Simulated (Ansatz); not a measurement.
Input, command and steps of an Ansatz relaxation.

```yaml
crystal:
  lattice:
    - [5.0934123131, 0.0, 0.0]
    - [0.0, 3.0009037913, 0.0]
    - [0.0, 0.0, 5.706812076]
  atoms:
    - { symbol: Fe, position: [0.9979274014, 0.75, 0.2014651215], spin: 0.36 }
    - { symbol: Fe, position: [0.0020725986, 0.25, 0.7985348785], spin: 0.36 }
    - { symbol: Fe, position: [0.5020725986, 0.25, 0.7014651215], spin: 0.36 }
    - { symbol: Fe, position: [0.4979274014, 0.75, 0.2985348785], spin: 0.36 }
    - { symbol: P, position: [0.8094158215, 0.75, 0.5665807008] }
    - { symbol: P, position: [0.1905841785, 0.25, 0.4334192992] }
    - { symbol: P, position: [0.6905841785, 0.25, 0.0665807008] }
    - { symbol: P, position: [0.3094158215, 0.75, 0.9334192992] }
basis:
  ecutwfc: 420
kpoints:
  mp_grid: { grid: [8, 12, 6] }
hamiltonian:
  xc: pbesol
scf:
  occupations: { method: gaussian, width: 0.1 }
output:
  forces: true
  stress: true
  eigenvalues: true
  populations: true
magnetization:
  spin_polarized: true
relax:
  adjacent_minimum: "off"
  f_tol: 0.005
  max_steps: 80
  cell: { stress_tol: 0.05 }
```

```bash
ansatz run input.yaml --threads 2 --pin off --max-ram 5120MiB --backend cpu --events-out ev --progress --plain --runs-dir out
```

Theory: DFT PBEsol, scalar-relativistic, plane waves, PAW in Ansatz 0.2.0.

Of 5 frames 4 are shown, positions in Å and forces in eV/Å; the SCF threshold varies from step to step. Steps run on the plane waves of an earlier cell, with a Pulay correction in the pressure. The basis is chosen afresh for the last frame, the zero of the energies, and at times for earlier ones too; energy and pressure step there, also at an unchanged geometry.

```xyz
8
Lattice="5.0934 0.0000 0.0000 0.0000 3.0009 0.0000 0.0000 0.0000 5.7068" Properties=species:S:1:pos:R:3:forces:R:3 pbc="T T T" step=1 free_energy_over_end_meV_per_atom=0.06 pressure_GPa=0.21
Fe    5.0829    2.2507    1.1497    0.0201    0.0000   -0.0153
Fe    0.0106    0.7502    4.5571   -0.0201    0.0000    0.0153
Fe    2.5573    0.7502    4.0031   -0.0201    0.0000   -0.0153
Fe    2.5362    2.2507    1.7037    0.0201    0.0000    0.0153
P     4.1227    2.2507    3.2334    0.0176    0.0000    0.0002
P     0.9707    0.7502    2.4734   -0.0176    0.0000   -0.0002
P     3.5174    0.7502    0.3800   -0.0176    0.0000    0.0002
P     1.5760    2.2507    5.3268    0.0176    0.0000   -0.0002
8
Lattice="5.0950 0.0000 0.0000 0.0000 3.0043 0.0000 0.0000 0.0000 5.7013" Properties=species:S:1:pos:R:3:forces:R:3 pbc="T T T" step=2 free_energy_over_end_meV_per_atom=0.02 pressure_GPa=0.12
Fe    5.0846    2.2532    1.1475    0.0175    0.0000   -0.0014
Fe    0.0105    0.7511    4.5538   -0.0175    0.0000    0.0014
Fe    2.5580    0.7511    3.9981   -0.0175    0.0000   -0.0014
Fe    2.5370    2.2532    1.7032    0.0175    0.0000    0.0014
P     4.1248    2.2532    3.2314    0.0096    0.0000   -0.0039
P     0.9702    0.7511    2.4699   -0.0096    0.0000    0.0039
P     3.5178    0.7511    0.3807   -0.0096    0.0000   -0.0039
P     1.5773    2.2532    5.3206    0.0096    0.0000    0.0039
8
Lattice="5.0960 0.0000 0.0000 0.0000 3.0067 0.0000 0.0000 0.0000 5.6997" Properties=species:S:1:pos:R:3:forces:R:3 pbc="T T T" step=3 free_energy_over_end_meV_per_atom=0.01 pressure_GPa=-0.03
Fe    5.0867    2.2550    1.1469    0.0080    0.0000    0.0028
Fe    0.0094    0.7517    4.5529   -0.0080    0.0000   -0.0028
Fe    2.5574    0.7517    3.9967   -0.0080    0.0000    0.0028
Fe    2.5387    2.2550    1.7030    0.0080    0.0000   -0.0028
P     4.1260    2.2550    3.2307    0.0035    0.0000    0.0004
P     0.9700    0.7517    2.4690   -0.0035    0.0000   -0.0004
P     3.5180    0.7517    0.3809   -0.0035    0.0000    0.0004
P     1.5780    2.2550    5.3189    0.0035    0.0000   -0.0004
8
Lattice="5.0962 0.0000 0.0000 0.0000 3.0067 0.0000 0.0000 0.0000 5.6990" Properties=species:S:1:pos:R:3:forces:R:3 pbc="T T T" step=5 free_energy_over_end_meV_per_atom=0.00 pressure_GPa=0.01
Fe    5.0876    2.2550    1.1468    0.0013    0.0000    0.0003
Fe    0.0085    0.7517    4.5522   -0.0013    0.0000   -0.0003
Fe    2.5566    0.7517    3.9963   -0.0013    0.0000    0.0003
Fe    2.5396    2.2550    1.7027    0.0013    0.0000   -0.0003
P     4.1262    2.2550    3.2304    0.0019    0.0000    0.0004
P     0.9700    0.7517    2.4686   -0.0019    0.0000   -0.0004
P     3.5180    0.7517    0.3809   -0.0019    0.0000    0.0004
P     1.5781    2.2550    5.3181    0.0019    0.0000   -0.0004
```

Time: 8.6 min on 2 threads of Arm Neoverse N1, on a shared host, peak memory 1 GiB.

The state reached may not be the lowest one. The program reads another magnetic order as possibly lower.